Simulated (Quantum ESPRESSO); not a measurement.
## Quadrupole interaction in CsI (changed cell)

```xyz
2
Lattice="4.6419 0.0000 0.0000 0.0000 4.6419 0.0000 0.0000 0.0000 4.7119" Properties=species:S:1:pos:R:3 pbc="T T T"
Cs     0.0000     0.0000     0.0000
I      2.3209     2.3209     2.3559
```
The cell was made here from a computed Materials Project entry: strained by +1 % along the cube axis and by -0.5 % across it, atoms relaxed (PBE without dispersion, pw.x of a modified build of Quantum ESPRESSO, symmetry kept). The parent is CsI in Pm-3m. Stability against distortions was not tested.

Computed: field gradients by PBE PAW (JTH datasets; density from pw.x of Quantum ESPRESSO, gradients reconstructed from it by a script), 20 Ha, k-mesh 5×5×5 through Γ.

```tsv
site	site symmetry	Vzz (a.u.)	η_Q	∣C_Q∣ (MHz)
Cs (atom 1)	4/mmm	-0.054	0.00	0.043 (¹³³Cs)
I (atom 2)	4/mmm	0.096	0.00	15.6 (¹²⁷I)
```

Quadrupole moments taken as inputs (sizes, barn, from the tables of PySCF and pymatgen): ¹³³Cs 0.00343, ¹²⁷I 0.696.

Convention: |Vzz| is the largest principal value, η_Q = (Vxx − Vyy)/Vzz, |C_Q| = |eQVzz/h|. Cores are frozen. Cs, I had no test against all-electron runs. Spin–orbit coupling is left out, a limit on Cs, I. The structure is static (0 K, no zero-point motion).
